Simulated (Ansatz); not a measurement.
LaGaO$_{3}$: reading a single point

```
CELL_PARAMETERS angstrom
2.76902 1.59870 4.47368
-2.76902 1.59870 4.47368
0.00000 -3.19739 4.47368
ATOMIC_POSITIONS crystal
Ga 0.00000 0.00000 0.00000
Ga 0.50000 0.50000 0.50000
O 0.80480 0.69520 0.25000
O 0.25000 0.80480 0.69520
O 0.69520 0.25000 0.80480
O 0.19520 0.30480 0.75000
O 0.75000 0.19520 0.30480
O 0.30480 0.75000 0.19520
La 0.25000 0.25000 0.25000
La 0.75000 0.75000 0.75000
```

Level: PBEsol, no spin polarisation; 420 eV; 6×6×6 Γ-centred mesh; fermi-dirac occupations (width 0.1 eV); Ansatz 0.2.0, fixed geometry.

Metal or insulator? Give the gap.

The gap is 3.58 eV, indirect (the least direct gap found is 3.73 eV).

Where is the largest force?

The largest is on O5 (and as large on other atoms): 0.24 eV/Å, components (-0.12, -0.21, 0.00). It makes 99° with the line to a nearest neighbour, Ga1 at 1.97 Å.

What does the stress say?

The pressure is -3.9 GPa (compression positive), so with the atoms held at these fractions the cell would first shrink.

How is the charge shared?

Bader charges in e: La +2.07, Ga +1.89, O -1.32. In the mean La gives up most and O takes most.

Origin: a database entry at a rescaled volume. Caveats: f levels without a U or exact exchange are poorly placed.
